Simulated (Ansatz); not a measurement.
FeO (rock salt, space group No. 225), PBE in the plane-wave PAW code Ansatz, all energies at zero smearing, with the estimated change up to a 700 eV cutoff added, with one set of potentials and settings (totals compare only within such a set). Cell of 2 atoms (1 Fe, 1 O): -5047.129 eV.

```
element                             reference phase  E (eV/atom)
-------  ------------------------------------------  -----------
Fe       Im-3m, 1 atoms in the cell, spin-polarised   -4480.4888
O         C2/m, 4 atoms in the cell, spin-polarised    -565.0000
```

Formation energy per atom, worked out: (-5047.129 − 1×(-4480.4888) − 1×(-565.0000))/2 = -0.820 eV/atom (-79 kJ per mol of atoms), at 0 K, without zero-point energy or fitted corrections.

Space group Fm-3m (rock salt). The cell was relaxed with PBE under the symmetry of its start. The final state is ferromagnetic, chosen from 4 collinear starts compared on coarse meshes (ties went to the first, and starts can fall back to one state), not a proven ground state. Textbook magnetic order: antiferromagnetic. No Hubbard U is applied. The references are the lowest solids computed at this level, not always the standard phases (solids in place of the gases).

Potentials: the later of the program's two PAW sets.
